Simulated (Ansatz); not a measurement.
BaTaO₃ (cubic perovskite, Pm-3m) at seven volumes, the program Ansatz at the PBEsol level (PAW), scaled uniformly. One row is withheld.

| V (Å³/atom) | P (GPa) |
|---|---|
| 12.270 | 22.86 |
| 12.674 | 13.95 |
| 13.079 | 6.40 |
| 13.483 | 0.01 |
| 13.888 | -5.40 |
| 14.292 | -9.98 |
| 14.697 | ? |

Question: Fit the shown pressures and predict the withheld one.

Answer: Third-order Birch–Murnaghan: P = (3/2)B₀(x^(7/2) − x^(5/2))[1 + (3/4)(B′ − 4)(x − 1)] with x = (V₀/V)^(2/3). Least squares on the six rows gives V₀ = 13.484 Å³/atom, B₀ = 195.6 GPa, B′ = 4.52. At V = 14.697, x = 0.9442 and P = -13.88 GPa. The run itself gave -13.85 GPa.

The workflow started from a Materials Project entry (that database holds measured and hypothetical structures alike); the Crystallography Open Database copy checked does not list it. Its standing as an ambient phase is unchecked. Symmetry was held in the PBEsol relaxation; its stability against distortions is not shown here. No spin polarisation was allowed. Spin–orbit coupling is left out wherever it is not named.

Potentials: the later of the program's two PAW sets.
